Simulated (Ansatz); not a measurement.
The start is a randomly generated symmetric cell of AlNi (space group No. 69). Cell shape, volume and atoms are optimised at zero target pressure with PBE (plane waves to 420 eV, PAW, scalar-relativistic; Ansatz, a first-principles code). The first steps use a coarse 11×11×11 k-mesh.

Input geometry:
```yaml
crystal:
  lattice:
    - [0.00000, 2.58799, 2.59355]
    - [2.21655, 0.00000, 2.59355]
    - [2.21655, 2.58799, 0.00000]
  atoms:
    - { symbol: Al, position: [0.50000, 0.50000, 0.50000] }
    - { symbol: Ni, position: [0.00000, 0.00000, 0.00000] }
```
Spin-polarised start, with parallel moments on Ni.

| Property | Result |
|---|---|
| Outcome | The space group goes from I4/mmm (No. 139) to Fm-3m (No. 225); the end is rock salt type, with 2 atoms in the primitive cell |
| Energy released | 0.16 eV/atom |
| Shortest distances (start → end) | The closest pairs of elements (up to four, under 3.6 Å), start → end: Al–Ni 2.22 → 2.43 Å; Al–Al 3.41 → 3.44 Å; Ni–Ni 3.41 → 3.44 Å |
| Band gap at the end | no gap (metallic) |
| Moments at the end | zero (the starting moments vanished) |
| Optimiser moves | 9 |

The end point of the relaxation:

```cif
data_Al4Ni4
_chemical_formula_sum 'Al4 Ni4'
_space_group_name_H-M_alt 'Fm-3m'
_space_group_IT_number 225
_space_group_name_Hall '-F 4 2 3'
_cell_length_a 4.85789
_cell_length_b 4.85789
_cell_length_c 4.85789
_cell_angle_alpha 90.000
_cell_angle_beta 90.000
_cell_angle_gamma 90.000
loop_
_atom_site_label
_atom_site_type_symbol
_atom_site_symmetry_multiplicity
_atom_site_Wyckoff_symbol
_atom_site_fract_x
_atom_site_fract_y
_atom_site_fract_z
_atom_site_occupancy
Al1 Al 4 b 0.50000 0.50000 0.50000 1
Ni1 Ni 4 a 0.00000 0.00000 0.00000 1
```
(The calculation used a cell of 2 atoms; values per cell refer to that cell.)

Final values are on a 17×17×17 k-mesh of the relaxed cell. No spin polarisation in the result: the starting moments vanished. A magnetic state may lie lower.

The run could not lose the symmetry of its start, so the end can be a saddle point.

All atoms sit on sites fixed by symmetry, so only the cell could relax.

The relaxed structure here is a generated cell of AlNi: the first start was made by a random draw of sites in a space group, and the end was not matched to a known phase here, so it may be hypothetical. Known forms of AlNi include space group No. 221.
